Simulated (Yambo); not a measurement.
Yambo run on ScF₃ (ReO3 type, space group Pm-3m, No. 221). The wavefunctions are LDA (Quantum ESPRESSO, PseudoDojo norm-conserving, 84 Ry, scalar-relativistic) ones on a 4×4×4 mesh (16 occupied bands); a = 3.9701 Å, b = 3.9701 Å, c = 3.9701 Å, α = 90.00°, β = 90.00°, γ = 90.00°.

Yambo input:

```
rim_cut
gw0
dyson
el_el_corr
HF_and_locXC
ppa
em1d
RandQpts= 1000000
RandGvec= 1 Ry
EXXRLvcs= 84 Ry
VXCRLvcs= 336 Ry
Chimod= "HARTREE"
% BndsRnXp
 2 | 120 |
%
NGsBlkXp= 8 Ry
% LongDrXp
 1.0 | 1.0 | 1.0 |
%
PPAPntXp= 27.2114 eV
% GbndRnge
 1 | 120 |
%
GTermKind= "BG"
DysSolver= "n"
ExtendOut
% QPkrange
 1 | 1 | 16 | 17 |
 36 | 36 | 16 | 16 |
%
```

k points by index: 1 = Γ, 36 = R.

Table of the .qp output:

```
#    K-point    Band    Eo [eV]    E [eV]    E-Eo [eV]    Vxc [eV]    Vnlxc [eV]    Sc|Eo [eV]    Sc|E [eV]    dSc/dw|Eo [eV]    Re(Z)    Im(Z)
#
    1    16    -0.554368    -2.818207    -2.263839    -22.59559    -30.33402    4.934524    5.474596    -6.491263    0.807394    -0.001185
    1    17    6.397898    9.361447    2.963549    -17.57852    -9.297617    -4.764870    -5.317350    -5.072683    0.842872    -0.941337E-3
    36    16    0.000000    -2.281309    -2.281309    -22.76881    -30.71005    5.104943    5.659936    -6.619518    0.804333    -0.001186
```
(The two width columns are left out.) Convergence of these settings isn't established.

Geometry relaxed with LDA.
